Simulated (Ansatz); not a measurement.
An Ansatz input:

```yaml
crystal:
  lattice:
    - [-1.8903252956, 1.8903252956, 1.8903252956]
    - [1.8903252956, -1.8903252956, 1.8903252956]
    - [1.8903252956, 1.8903252956, -1.8903252956]
  atoms:
    - { symbol: Te, position: [0.0, 0.0, 0.0] }
hamiltonian:
  xc: pbesol
  pseudopotentials:
    kind: paw
    azcp:
      Te: "pseudopotentials/Te.paw.azcp"
basis:
  ecutwfc: 420
  fft_grid_basis: typed
kpoints:
  mp_grid: { grid: [19, 19, 19], shift: [0, 0, 0] }
magnetization:
  spin_polarized: false
scf:
  occupations: { method: fermi_dirac, width: 0.1 }
```

and its output:

```
Warning: the record states the generating functional pbe (its physics header spells it `PBE`), which answers neither for hamiltonian.xc's functional nor for the pbesol family's — results may be inconsistent (PPs are generated against a specific XC)
Engine: ansatz 0.2.0, aarch64-unknown-linux-gnu
Pseudopotentials: kind: paw
Pseudopotential: Te, paw, valence charge 16, recommended cutoff 420 eV (normal) 
Functional definition: PBEsol
  exchange = pbesol_x
  correlation = pbesol_c
Crystal: 1 atoms, lattice volume = 27.019 Å³
Basis set: ecut = 420 eV, 531 PW (Γ)
Bands: 12, of which v1, the nominal top of the filled ones, is band 8 counted from 1 (7 counted from 0)
Symmetry: 48 space group operations
Space group: Im-3m (ITA 229), of the structure as read, at distance tolerance 3.0e-5 Å
k-points: 220 of 6859
Non-local potential: Te, projectors of the file, l = 0: 2, l = 1: 2, l = 2: 2, l = 3: 2
PAW form: soft (Blöchl's): semilocal exchange-correlation on the pseudo side does not see the compensation charge
PAW frozen core: Te, regenerated for the run's functional, and the local potential with it (the file was generated under x = pbe(κ = 0.804, μ = 0.2195149727645171), c = pbe(β = 0.06672455060314922))
PAW one-centre angular grid: Te, 590 points (default); XC on 64 Gauss nodes
Initial density: superposition of atomic densities (neutral atoms: chi_scale 0, normalization atom), corrected by the library's trained network
Initial wavefunctions: pseudopotential atomic-orbital guess
Functional: x = pbesol(κ = 0.804, μ = 0.12345679012345678), c = pbesol(β = 0.046)
SCF iter   1: F=—  HF=-6901.297862 eV  |F-HF|=—  |Δ(HF+E_count)|=         —  Δρ=1.90e-3  dr2=3.53e-4  ethr=1.77e-3  ⟨swp⟩=5.1  Hψ=15789  notcnv=0
SCF iter   2: F=—  HF=-6901.297279 eV  |F-HF|=—  |Δ(HF+E_count)|=   5.83e-4  Δρ=1.24e-3  dr2=2.27e-4  ethr=2.20e-6  ⟨swp⟩=2.0  Hψ=6078  notcnv=0
SCF iter   3: F=—  HF=-6901.297347 eV  |F-HF|=—  |Δ(HF+E_count)|=   6.76e-5  Δρ=5.14e-4  dr2=5.28e-5  ethr=1.42e-6  ⟨swp⟩=2.0  Hψ=4413  notcnv=0
SCF iter   4: F=—  HF=-6901.297253 eV  |F-HF|=—  |Δ(HF+E_count)|=   9.35e-5  Δρ=1.69e-4  dr2=5.20e-6  ethr=3.30e-7  ⟨swp⟩=2.0  Hψ=4405  notcnv=0
SCF iter   5: F=—  HF=-6901.297248 eV  |F-HF|=—  |Δ(HF+E_count)|=   5.42e-6  Δρ=3.10e-5  dr2=3.29e-7  ethr=3.25e-8  ⟨swp⟩=2.0  Hψ=4409  notcnv=0
SCF iter   6: F=-6901.297248 eV  HF=-6901.297248 eV  |F-HF|=9.08e-8  |Δ(HF+E_count)|=   5.28e-9  Δρ=1.39e-5  dr2=7.29e-8  ethr=6.25e-10  ⟨swp⟩=2.0  Hψ=4508  notcnv=0
SCF 1 converged in 6 iterations: F = -6901.297248 eV  dr2 = 7.29e-8
SCF converged after 6 iterations
Free energy (F): -6901.297248 eV
Harris-Foulkes:  -6901.297248 eV  (|F-HF|=9.08e-8)
Internal energy: -6901.272506 eV  (E = F + TS)
E sigma→0 (E₀):  -6901.284877 eV
Entropy (-TS):   -0.024742 eV (-24.742 meV/atom)
Fermi energy:    12.019904 eV
--- Per-component energies (eV) ---
  E_band       = -214.671624
  E_kinetic    = 181.197267
  E_local      = -981.279602  (includes V_loc(G=0)·N_el)
  E_nonlocal   = -308.180725
  E_hartree    = 688.913229
  E_xc         = -123.815408
  E_vxc        = -104.720530  (∫ρ·V_xc dr)
  E_paw        = -4584.271384  (= ΣΔE_a)
  E_vpaw       = -379.527429  (= ΣTr[D̂ρ^β])
  E_aug_tail   = -0.000206  (compensation charges beyond the density's cutoff)
  E_ewald      = -1774.210493
  E_core_change = 0.374815  (= ΣΔE_core)
  E_smearing   = -0.024742  (= −TS)
  E_closure    = 0.000000  (closes the sum)
  Σ components = -6901.297248   (vs F -6901.297248, Δ=0.00e0)
```
